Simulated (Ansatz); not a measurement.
Relaxation of a generated trial cell of Ga2O3 in the A-La2O3 structure type; 5 atoms in the cell, which starts as P-3m1 (No. 164), hP5; a = b = 3.2317 Å, c = 5.0355 Å, α = β = 90.00°, γ = 120.00°. Computed with r2SCAN (plane waves to 500 eV, PAW, scalar-relativistic; Ansatz, a quantum-chemistry and plane-wave program). Γ-centred k-mesh 8×8×5 on the run's cell (coarser than for final values), Fermi–Dirac smearing 0.05 eV. This is the first round of the run. 

The optimiser's lines from the output (shortened; P is positive under compression):

```
relax step   1: F+E_penalty+E_count = -9286.61078420 eV  Δ(F+E_penalty+E_count) = +0.000e0 eV  max|allowed force component| = 1.459e0 eV/Å  Δτ_max = 0.0000 Å  P = +8.812 GPa  Ω = 45.544 Å³  (8 SCF iters, dr2 threshold 1.00e-7 eV, accepted)
relax step   2: F+E_penalty+E_count = -9286.96291934 eV  Δ(F+E_penalty+E_count) = -3.521e-1 eV  max|allowed force component| = 9.533e-1 eV/Å  Δτ_max = 0.0433 Å  P = +2.089 GPa  Ω = 47.195 Å³  (8 SCF iters, dr2 threshold 5.00e-7 eV, accepted)
relax step   3: F+E_penalty+E_count = -9287.20631018 eV  Δ(F+E_penalty+E_count) = -2.434e-1 eV  max|allowed force component| = 1.278e0 eV/Å  Δτ_max = 0.0108 Å  P = +0.090 GPa  Ω = 47.899 Å³  (7 SCF iters, dr2 threshold 5.00e-7 eV, accepted)
relax step   4: F+E_penalty+E_count = -9287.51998930 eV  Δ(F+E_penalty+E_count) = -3.137e-1 eV  max|allowed force component| = 8.297e-1 eV/Å  Δτ_max = 0.0672 Å  P = -1.570 GPa  Ω = 48.223 Å³  (8 SCF iters, dr2 threshold 5.00e-7 eV, accepted)
relax step   5: F+E_penalty+E_count = -9287.79926359 eV  Δ(F+E_penalty+E_count) = -2.793e-1 eV  max|allowed force component| = 2.168e-1 eV/Å  Δτ_max = 0.0846 Å  P = +3.596 GPa  Ω = 47.976 Å³  (8 SCF iters, dr2 threshold 5.00e-7 eV, accepted)
relax step   6: F+E_penalty+E_count = -9287.86747050 eV  Δ(F+E_penalty+E_count) = -6.821e-2 eV  max|allowed force component| = 1.551e-1 eV/Å  Δτ_max = 0.0360 Å  P = +4.333 GPa  Ω = 48.554 Å³  (8 SCF iters, dr2 threshold 5.00e-7 eV, accepted)
relax step   7: F+E_penalty+E_count = -9287.87959231 eV  Δ(F+E_penalty+E_count) = -1.212e-2 eV  max|allowed force component| = 2.298e-1 eV/Å  Δτ_max = 0.0226 Å  P = -3.237 GPa  Ω = 50.516 Å³  (7 SCF iters, dr2 threshold 5.00e-7 eV, accepted)
relax step   8: F+E_penalty+E_count = -9287.88641215 eV  Δ(F+E_penalty+E_count) = -6.820e-3 eV  max|allowed force component| = 1.568e-1 eV/Å  Δτ_max = 0.0139 Å  P = +0.431 GPa  Ω = 49.942 Å³  (6 SCF iters, dr2 threshold 5.00e-7 eV, accepted)
relax step   9: F+E_penalty+E_count = -9287.88792816 eV  Δ(F+E_penalty+E_count) = -1.516e-3 eV  max|allowed force component| = 3.620e-2 eV/Å  Δτ_max = 0.0077 Å  P = +0.166 GPa  Ω = 49.874 Å³  (5 SCF iters, dr2 threshold 5.00e-7 eV, accepted)
relax step  10: F+E_penalty+E_count = -9287.88799000 eV  Δ(F+E_penalty+E_count) = -6.184e-5 eV  max|allowed force component| = 5.066e-3 eV/Å  Δτ_max = 0.0017 Å  P = -0.021 GPa  Ω = 49.913 Å³  (5 SCF iters, dr2 threshold 9.97e-8 eV, accepted)
relax step  11: F+E_penalty+E_count = -9287.88799245 eV  Δ(F+E_penalty+E_count) = -2.447e-6 eV  max|allowed force component| = 4.652e-4 eV/Å  Δτ_max = 0.0004 Å  P = +0.001 GPa  Ω = 49.913 Å³  (6 SCF iters, dr2 threshold 2.21e-9 eV, accepted)
relax step  12: F+E_penalty+E_count = -9287.97299410 eV  Δ(F+E_penalty+E_count) = -8.500e-2 eV  max|allowed force component| = 9.712e-3 eV/Å  Δτ_max = 0.0000 Å  P = +2.083 GPa  Ω = 49.913 Å³  stress off target by 5.56e0 GPa  SCF on the basis re-selected at this cell (its energy is not comparable with the rows above)  (10 SCF iters)
relax step  13: F+E_penalty+E_count = -9288.00621968 eV  Δ(F+E_penalty+E_count) = -3.323e-2 eV  max|allowed force component| = 8.418e-2 eV/Å  Δτ_max = 0.0239 Å  P = +1.067 GPa  Ω = 50.930 Å³  (7 SCF iters, dr2 threshold 5.00e-7 eV, accepted)
relax step  14: F+E_penalty+E_count = -9288.01904340 eV  Δ(F+E_penalty+E_count) = -1.282e-2 eV  max|allowed force component| = 2.088e-1 eV/Å  Δτ_max = 0.0254 Å  P = +0.001 GPa  Ω = 52.080 Å³  (7 SCF iters, dr2 threshold 5.00e-7 eV, accepted)
relax step  15: F+E_penalty+E_count = -9288.02382120 eV  Δ(F+E_penalty+E_count) = -4.778e-3 eV  max|allowed force component| = 5.710e-2 eV/Å  Δτ_max = 0.0259 Å  P = +0.181 GPa  Ω = 52.787 Å³  (7 SCF iters, dr2 threshold 5.00e-7 eV, accepted)
relax step  16: F+E_penalty+E_count = -9288.02384998 eV  Δ(F+E_penalty+E_count) = -2.879e-5 eV  max|allowed force component| = 2.021e-3 eV/Å  Δτ_max = 0.0046 Å  P = -0.057 GPa  Ω = 52.990 Å³  (5 SCF iters, dr2 threshold 2.04e-7 eV, accepted)
relax step  17: F+E_penalty+E_count = -9288.02388818 eV  Δ(F+E_penalty+E_count) = -3.820e-5 eV  max|allowed force component| = 1.152e-3 eV/Å  Δτ_max = 0.0007 Å  P = +0.011 GPa  Ω = 52.957 Å³  (5 SCF iters, dr2 threshold 1.82e-8 eV, accepted)
relax step  18: F+E_penalty+E_count = -9288.02675229 eV  Δ(F+E_penalty+E_count) = -2.864e-3 eV  max|allowed force component| = 8.223e-4 eV/Å  Δτ_max = 0.0000 Å  P = +0.010 GPa  Ω = 52.957 Å³  stress off target by 5.92e-2 GPa  SCF on the basis re-selected at this cell (its energy is not comparable with the rows above)  (8 SCF iters)
relax step  19: F+E_penalty+E_count = -9288.02672867 eV  Δ(F+E_penalty+E_count) = +2.361e-5 eV  max|allowed force component| = 1.731e-3 eV/Å  Δτ_max = 0.0013 Å  P = -0.007 GPa  Ω = 53.009 Å³  (6 SCF iters, dr2 threshold 8.78e-9 eV, accepted)
relax step  20: F+E_penalty+E_count = -9288.02675365 eV  Δ(F+E_penalty+E_count) = -2.498e-5 eV  max|allowed force component| = 1.766e-3 eV/Å  Δτ_max = 0.0000 Å  P = -0.007 GPa  Ω = 53.009 Å³  stress off target by 7.56e-3 GPa  SCF on the basis re-selected at this cell (its energy is not comparable with the rows above)  (5 SCF iters)
```

From the first to the last row the energy changes by -0.28 eV/atom and the volume by +16.4 %. The last row is marked as not comparable with the walk above it, whose basis was carried along; it does compare with step 1, since both stand on a basis selected at the nominal cutoff for their own cell.

Energy and pressure jump between steps 11 and 12 at one geometry, where the plane-wave basis was selected anew. While the cell walks, the set of plane waves is carried along, so its effective cutoff drifts with the strain; re-selecting it at 500 eV moved the energy by -0.017 eV/atom and the pressure by 2.1 GPa. Only step 1 and rows on a re-selected basis compare with each other.

Later rounds, restarted from the end of this one on a renewed k-mesh, logged 4 more steps and released under 1 meV/atom more. The final structure after all rounds: P-3m1 (No. 164), hP5; a = b = 2.9912 Å, c = 6.8411 Å, α = β = 90.00°, γ = 120.00°. Between re-selections the logged energies stand on a plane-wave basis carried along with the cell. No spin polarisation in the result.

The run could not lose the symmetry of its start, so the end can be a saddle point.

The relaxed structure here is a generated cell of Ga2O3: the first start was made by placing the elements on the sites of a structure type, and the end was not matched to a known phase here, so it may be hypothetical. Known forms of Ga2O3 include space group No. 12, 167.
